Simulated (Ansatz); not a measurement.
# Compressing CdGeAs$_{2}$: a fit and a missing row

CdGeAs$_{2}$, I-42d, a = 5.944 Å, c = 11.304 Å. The structure is a Materials Project entry; whether it is the stable form wasn't checked. Ansatz: PBEsol, PAW, 420 eV, Γ-centred 8×8×8 mesh on 8 atoms, Gaussian smearing 0.01 eV; no spin polarisation. Shape and atoms are relaxed at each volume; pressure is positive in compression.

| V (Å³/atom) | P (GPa) |
| --- | --- |
| 22.718 | 7.10 |
| 23.467 | 4.31 |
| 24.216 | ? |
| 24.965 | -0.01 |
| 25.714 | -1.68 |
| 26.463 | -3.09 |
| 27.462 | -4.63 |

Problem. Take V0 = 24.965 Å³/atom, count pressures from its P0 = -0.01 GPa, fit the third-order Birch–Murnaghan form to the other rows, and predict the missing pressure.

Solution. With the Eulerian strain f = ½[(V0/V)^(2/3) − 1] and y = (P − P0)/[3f(1 + 2f)^(5/2)], the form is the line y = B0 + 1.5 B0 (B0′ − 4) f. Rows (f, y): 0.03245, 62.4; 0.02106, 61.7; -0.00976, 59.9; -0.01905, 59.4; -0.03079, 58.6. Means f = -0.001218, y = 60.400; Σ(Δf)² = 0.002895, ΣΔfΔy = 0.1716; the slope is their ratio. y = 60.47 + 59.28 f GPa, so B0 = 60.5 GPa and B0′ = 4 + 2 × (59.28)/(3 × 60.47) = 4.65. At V = 24.216, f = 0.01026, y = 61.08 and P = 1.97 GPa. The run gave 1.98 GPa, so the fit is 0.01 GPa too low, a small miss on the scale of the series.

Cost: 7 runs of about 29 core-minutes in all, on Arm Neoverse V2 (shared hosts).